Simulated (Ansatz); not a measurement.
**KI (Fm-3m): phonons**

Level of theory: r²SCAN, PAW on Ansatz 0.2.0's default frozen-core files (fitted under PBE), scalar-relativistic.

Cell and atoms were relaxed beforehand by PAW with this functional.

Launched as:

```sh
ansatz run input.yaml --threads 2 --pin off --max-ram 5120MiB --backend cpu --events-out ev --progress --plain --runs-dir out
```

Input file:

```yaml
crystal:
  lattice:
    - [0.0, 3.54595756665, 3.54595756665]
    - [3.54595756665, 0.0, 3.54595756665]
    - [3.54595756665, 3.54595756665, 0.0]
  atoms:
    - { symbol: K, position: [0.0, 0.0, 0.0] }
    - { symbol: I, position: [0.5, 0.5, 0.5] }
kpoints:
  mp_grid: { grid: [6, 6, 6] }
scf:
  occupations: { method: fixed }
hamiltonian:
  xc: r2scan
  pseudopotentials: { kind: paw }
phonons:
  method: dfpt
  dielectric: true
  rigid_motions: translations
```

Output:

```
Warning: RAYON_NUM_THREADS=2 ignored (pool sized by the plan → 2); use --threads N
Engine: ansatz 0.2.0, x86_64-unknown-linux-gnu
Pseudopotentials: kind: paw
Pseudopotential: K, paw, valence charge 9, recommended cutoff 500 eV (meta_gga), K.paw.azcp
Pseudopotential: I, paw, valence charge 17, recommended cutoff 500 eV (meta_gga), I.paw.azcp
Functional definition: r2SCAN
  parameter k0 = 0.174
  parameter k1 = 0.065
  parameter a1 = 4.9479
  exchange = r2scan_x(k0 = k0, k1 = k1, a1 = a1)
  correlation = r2scan_c
Crystal: 2 atoms, lattice volume = 89.172 Å³
Basis set: ecut = 500 eV, 2229 PW (Γ), exchange–correlation on 320×320×320 points (512 copies of the dense FFT grid, shifted against one another)
Bands: 17, of which v1, the nominal top of the filled ones, is band 13 counted from 1 (12 counted from 0)
Symmetry: 48 space group operations
k-points: 30 of 216 (irreducible under 8 space group operations, time reversal used)
Non-local potential: K, projectors of the file, l = 0: 3, l = 1: 2, l = 2: 2
Non-local potential: I, projectors of the file, l = 0: 2, l = 1: 2, l = 2: 2, l = 3: 2
PAW form: soft (Blöchl's): semilocal exchange-correlation on the pseudo side does not see the compensation charge
PAW frozen core: K, regenerated for the run's functional (the file was generated under x = pbe(κ = 0.804, μ = 0.2195149727645171), c = pbe(β = 0.06672455060314922))
PAW frozen core: I, regenerated for the run's functional (the file was generated under x = pbe(κ = 0.804, μ = 0.2195149727645171), c = pbe(β = 0.06672455060314922))
PAW one-centre angular grid: K, 302 points (default); XC on 160 Gauss nodes
PAW one-centre angular grid: I, 590 points (default); XC on 160 Gauss nodes
Initial density: superposition of atomic densities (neutral atoms: chi_scale 0, normalization atom), corrected by the library's trained network
Initial wavefunctions: pseudopotential atomic-orbital guess
Functional: x = r2scan, c = r2scan; τ floored in thin density (d = 2e-4 eV/Å³)
SCF iter   1: F=—  HF=-9073.912594 eV  |F-HF|=—  |Δ(HF+E_count)|=         —  Δρ=2.50e-3  dr2=3.60e-3  dr2_τ=6.39e-4  ethr=1.77e-3  ⟨swp⟩=5.2  Hψ=2453  notcnv=0  defer=55
preconditioner: auto → none  [insulator: Δε(μ)=4.605 eV  Ē_g=14.540 eV  n_scr=14 (ndim 8)  ℏωp=14.7 eV  f_vac=0.143  ε∞_Penn≈2.0]
SCF iter   2: F=—  HF=-9073.921263 eV  |F-HF|=—  |Δ(HF+E_count)|=   8.67e-3  Δρ=9.69e-4  dr2=3.76e-4  dr2_τ=3.99e-5  ethr=1.39e-5  ⟨swp⟩=4.1  Hψ=1238  notcnv=0  defer=60
SCF iter   3: F=—  HF=-9073.921414 eV  |F-HF|=—  |Δ(HF+E_count)|=   1.51e-4  Δρ=2.50e-4  dr2=1.99e-5  dr2_τ=3.76e-6  ethr=1.45e-6  ⟨swp⟩=2.0  Hψ=962  notcnv=0  defer=59
SCF iter   4: F=—  HF=-9073.921441 eV  |F-HF|=—  |Δ(HF+E_count)|=   2.65e-5  Δρ=4.62e-5  dr2=2.85e-6  dr2_τ=1.52e-7  ethr=7.65e-8  ⟨swp⟩=2.0  Hψ=745  notcnv=0  defer=58
SCF iter   5: F=—  HF=-9073.921438 eV  |F-HF|=—  |Δ(HF+E_count)|=   2.81e-6  Δρ=7.54e-6  dr2=5.64e-8  dr2_τ=1.96e-8  ethr=1.10e-8  ⟨swp⟩=2.0  Hψ=900  notcnv=0  defer=47
SCF iter   6: F=—  HF=-9073.921438 eV  |F-HF|=—  |Δ(HF+E_count)|=   1.60e-8  Δρ=2.05e-6  dr2=1.58e-9  dr2_τ=3.59e-10  ethr=2.17e-10  ⟨swp⟩=2.0  Hψ=750  notcnv=0  defer=46
[... 4 lines left out ...]
DFPT response loops at Γ: preconditioner auto → none (the input reference at scf.mixing.eps_inf says where Resta's filter doesn't serve); β = 0.50; Broyden in place of MSR1
── the response to a field inside a basis, on 6×6×6 k-points: an SCF that follows is theirs, and a resumed run solves both again ──
Bands: 14, of which v1, the nominal top of the filled ones, is band 13 counted from 1 (12 counted from 0)
k-points: 28 of 216 (irreducible under 12 space group operations)
Initial density: handed on by an earlier stage of this run
Initial wavefunctions: pseudopotential atomic-orbital guess (no wavefunctions were taken with the density)
Eigensolver: Dense (28 Hₖ)
SCF iter   1: F=—  HF=-9073.918384 eV  |F-HF|=—  |Δ(HF+E_count)|=         —  Δρ=6.23e-5  dr2=6.66e-7  dr2_τ=1.73e-6  ethr=1.00e-1
preconditioner: auto → none  [insulator: Δε(μ)=4.781 eV  Ē_g=13.180 eV  n_scr=14 (ndim 8)  ℏωp=14.7 eV  f_vac=0.147  ε∞_Penn≈2.2]
SCF iter   2: F=—  HF=-9073.918387 eV  |F-HF|=—  |Δ(HF+E_count)|=   2.16e-6  Δρ=3.06e-5  dr2=1.67e-7  dr2_τ=8.94e-8  ethr=2.56e-9
SCF iter   3: F=-9073.918387 eV  HF=-9073.918387 eV  |F-HF|=4.77e-9  |Δ(HF+E_count)|=   1.28e-7  Δρ=2.95e-6  dr2=1.79e-9  dr2_τ=6.33e-10  ethr=6.44e-10
SCF 1 converged in 3 iterations: F = -9073.918387 eV  dr2 = 1.79e-9
  greatest PAW one-centre occupation: 0.999 electrons in one spin orbital (limit 2), on the I atom at site 1 (counted from 0), in its partial waves of l = 2
DFPT response loops at Γ: mixed as the last ones told, above
SCF converged after 7 iterations
Free energy (F): -9073.921438 eV
Harris-Foulkes:  -9073.921438 eV  (|F-HF|=7.09e-11)
Internal energy: -9073.921438 eV  (E = F + TS)
E sigma→0 (E₀):  -9073.921438 eV
Fermi energy:    1.837977 eV
--- Per-component energies (eV) ---
  E_band       = -545.899623
  E_kinetic    = 442.624514
  E_local      = -2841.557088  (includes V_loc(G=0)·N_el)
  E_nonlocal   = -77.389787
  E_hartree    = 1345.790537
  E_xc         = -255.013019
  E_vxc        = -326.321616  (∫ρ·V_xc dr)
  E_paw        = -5627.510741  (= ΣΔE_a)
  E_vpaw       = -454.362342  (= ΣTr[D̂ρ^β])
  E_aug_tail   = -0.000036  (compensation charges beyond the density's cutoff)
  E_vtau       = 19.525206  (kinetic-family band-sum trace: ∫τ·v_τ [+ j·A + Jᵃ·Aᵃ] dr)
  E_ewald      = -2060.742686
  E_core_change = -0.123132  (= ΣΔE_core)
  E_smearing   = -0.000000  (= −TS)
  E_closure    = -0.000000  (closes the sum)
  Σ components = -9073.921438   (vs F -9073.921438, Δ=0.00e0)
  k mesh reduced under 8 symmetry operations, with k and −k counted as one. Each operation leaves every solved perturbation unchanged. A smaller set is not considered because the functional reads the kinetic-energy density
  ASR residual: 1.952e-4 → 0.000e0 eV/Å²; symmetrization residual: 1.542e-5 eV/Å²
  ASR residual per site (eV/Å²): 1.15e-4 1.95e-4
  Γ frequencies (cm⁻¹): 0.00 0.00 0.00 100.90 100.90 100.90
  ε∞ (high-frequency dielectric tensor):
        2.727355     0.000000    -0.000000
        0.000000     2.727355     0.000000
       -0.000000     0.000000     2.727355
  ε⁰ (static dielectric tensor: ions relaxed, cell fixed):
        4.997048     0.000000    -0.000000
        0.000000     4.997048    -0.000000
       -0.000000    -0.000000     4.997048
  ε⁰ − ε∞ (ionic part):
        2.269693     0.000000    -0.000000
        0.000000     2.269693    -0.000000
       -0.000000    -0.000000     2.269693
  softest optical mode at Γ: 100.90 cm⁻¹; the repairs (sum rule, projections) moved no ω² at Γ by more than (1.20 cm⁻¹)²
  Born effective charges Z* (e; rows j = field, columns β = displacement):
    site 0:
         1.11876    0.00000   -0.00000
        -0.00000    1.11876   -0.00000
         0.00000    0.00000    1.11876
    site 1:
        -1.11876   -0.00000    0.00000
         0.00000   -1.11876    0.00000
        -0.00000   -0.00000   -1.11876
  Z* charge neutrality: 7.128e-4 e pre-enforcement
  solved inside a basis spanned on kpoints, on 6×6×6 k-points, its susceptibility summed on 10×10×10: ε∞ is read to err by 5.6e-3, Z* by 1.8e-2 e (field_mesh: kpoints solves on kpoints); Z* is corrected for what the basis lacks
  optical modes at Γ without the LO–TO term, one row a degenerate level:
      ω (cm⁻¹)  modes    IR ((D/Å)²/amu)
        100.90      3             2.8983
  optical modes at Γ + LO–TO along q̂ = [1.0000, 0.0000, 0.0000]:
      ω (cm⁻¹)  modes    IR ((D/Å)²/amu)
        100.90      2             1.9322
        136.58      1             0.9661
  optical modes at Γ + LO–TO along q̂ = [0.0000, 1.0000, 0.0000]:
      ω (cm⁻¹)  modes    IR ((D/Å)²/amu)
        100.90      2             1.9322
        136.58      1             0.9661
  optical modes at Γ + LO–TO along q̂ = [0.0000, 0.0000, 1.0000]:
      ω (cm⁻¹)  modes    IR ((D/Å)²/amu)
        100.90      2             1.9322
        136.58      1             0.9661
```

The run converged.

### Zone-centre phonons

Harmonic phonons of a crystal by Kohn-Sham DFT at the given cell, standard atomic masses, acoustic sum rule imposed; negative wavenumbers are unstable modes; optical zone-centre levels upwards with Mulliken labels, activity, and the element with most of the kinetic energy.

```json
{
  "Point group": "m-3m"
}
```

```
number  phonon wavenumber (cm⁻¹)  label  infrared  raman  lead element
     1                     100.9    T1u       yes     no             K
```

**Field response**

Linear response of an insulating crystal by Kohn-Sham DFT to a field and to zone-centre displacements, local fields included; Born charges neutralised; LO modes for wave vectors along x and z; Cartesian axes as in the input.

| Quantity | Value |
| --- | --- |
| Dielectric electronic (x, y, z) | 2.727, 2.727, 2.727 |
| Dielectric static (x, y, z) | 4.997, 4.997, 4.997 |
| Highest phonon with field along x | 136.6 cm⁻¹ |
| Highest phonon with field along z | 136.6 cm⁻¹ |
| Highest phonon without field | 100.9 cm⁻¹ |

```
atom  born charge xx (e)  born charge yy (e)  born charge zz (e)
  K1               1.119               1.119               1.119
  I2              -1.119              -1.119              -1.119
```

Caveats: frozen-core PAW files fitted under PBE, their cores solved anew for the functional of the run; zone-boundary modes aren't tested; no LO-TO term at the zone centre.

Cost: 2.4 min on 2 threads of AMD EPYC 9R45 96-Core Processor (Zen 5), with other jobs on the host, peak memory 4.9 GiB.
